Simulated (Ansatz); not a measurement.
CaF$_{2}$:
```xyz
3
Lattice="0.0000 2.7341 2.7341 2.7341 0.0000 2.7341 2.7341 2.7341 0.0000" Properties=species:S:1:pos:R:3 pbc="T T T"
Ca     0.0000     0.0000     0.0000
F      4.1012     4.1012     4.1012
F      1.3671     1.3671     1.3671
```

Relaxed with HSE06.

Problem. Give the Bader charges and basin volumes of the independent atoms, DFT-HSE06 in the program Ansatz with PAW potentials.

Solution. 

```
atom  Bader charge (e)  Bader volume (Å³)
----  ----------------  -----------------
Ca1              +1.72               11.4
F2               -0.86               14.6
```

Space group Fm-3m (fluorite). Symmetry was held in the HSE06 relaxation.

Potentials: the earlier of the program's two PAW sets.
